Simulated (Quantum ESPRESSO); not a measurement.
pw.x input (Quantum ESPRESSO 7.5; PBEsol, PseudoDojo standard norm-conserving files, scalar-relativistic):

```
&CONTROL
  calculation = 'scf'
  pseudo_dir = './pseudo'
  outdir = './out'
  tprnfor = .true.
  tstress = .true.
/
&SYSTEM
  ibrav = 0
  nat = 9
  ntyp = 3
  ecutwfc = 90.0
  ecutrho = 360.0
  occupations = 'smearing'
  smearing = 'fd'
  degauss = 0.002
  nbnd = 25
/
&ELECTRONS
  conv_thr = 9e-10
/
ATOMIC_SPECIES
H 1.0080 H.upf
Ca 40.0780 Ca.upf
Fe 55.8450 Fe.upf
CELL_PARAMETERS angstrom
  0.000000000000   3.496080000000   3.496080000000
  3.496080000000   0.000000000000   3.496080000000
  3.496080000000   3.496080000000   0.000000000000
ATOMIC_POSITIONS crystal
H   0.771970000000   0.228030000000   0.228030000000
H   0.228030000000   0.771970000000   0.771970000000
H   0.228030000000   0.771970000000   0.228030000000
H   0.771970000000   0.228030000000   0.771970000000
H   0.228030000000   0.228030000000   0.771970000000
H   0.771970000000   0.771970000000   0.228030000000
Ca   0.250000000000   0.250000000000   0.250000000000
Ca   0.750000000000   0.750000000000   0.750000000000
Fe   0.000000000000   0.000000000000   0.000000000000
K_POINTS automatic
8 8 8 0 0 0
```

End of the output:

```
     total energy              =    -412.29421059 Ry
     estimated scf accuracy    <       0.00000024 Ry
     total energy              =    -412.29421060 Ry
     estimated scf accuracy    <       0.00000003 Ry
     total energy              =    -412.29421060 Ry
     estimated scf accuracy    <          3.2E-09 Ry
[...]
     the Fermi energy is     7.6994 ev
!    total energy              =    -412.29421060 Ry
     estimated scf accuracy    <          5.2E-11 Ry
     smearing contrib. (-TS)   =      -0.00000000 Ry
     internal energy E=F+TS    =    -412.29421060 Ry
     The total energy is F=E-TS. E is the sum of the following terms:
     one-electron contribution =    -259.71928784 Ry
     hartree contribution      =     140.72371334 Ry
     xc contribution           =     -68.61939994 Ry
     ewald contribution        =    -224.67923615 Ry
     convergence has been achieved in  14 iterations
     Forces acting on atoms (cartesian axes, Ry/au):
     atom    1 type  1   force =    -0.00209540    0.00000000   -0.00000000
     atom    2 type  1   force =     0.00209540    0.00000000    0.00000000
     atom    3 type  1   force =     0.00000000   -0.00209540    0.00000000
     atom    4 type  1   force =     0.00000000    0.00209540   -0.00000000
     atom    5 type  1   force =     0.00000000    0.00000000   -0.00209540
     atom    6 type  1   force =     0.00000000   -0.00000000    0.00209540
     atom    7 type  2   force =     0.00000000    0.00000000    0.00000000
     atom    8 type  2   force =    -0.00000000   -0.00000000   -0.00000000
     atom    9 type  3   force =     0.00000000    0.00000000   -0.00000000
     Total force =     0.005133     Total SCF correction =     0.000002
     Computing stress (Cartesian axis) and pressure
          total   stress  (Ry/bohr**3)                   (kbar)     P=      -19.89
  -0.00013523   0.00000000   0.00000000          -19.89        0.00        0.00
   0.00000000  -0.00013523   0.00000000            0.00      -19.89        0.00
   0.00000000   0.00000000  -0.00013523            0.00        0.00      -19.89
```
In a gapped system the printed Fermi energy is only some level inside the gap.

Geometry of the Materials Project entry, not relaxed at this level.

The runs are not spin-polarised; magnetic order was not tried.
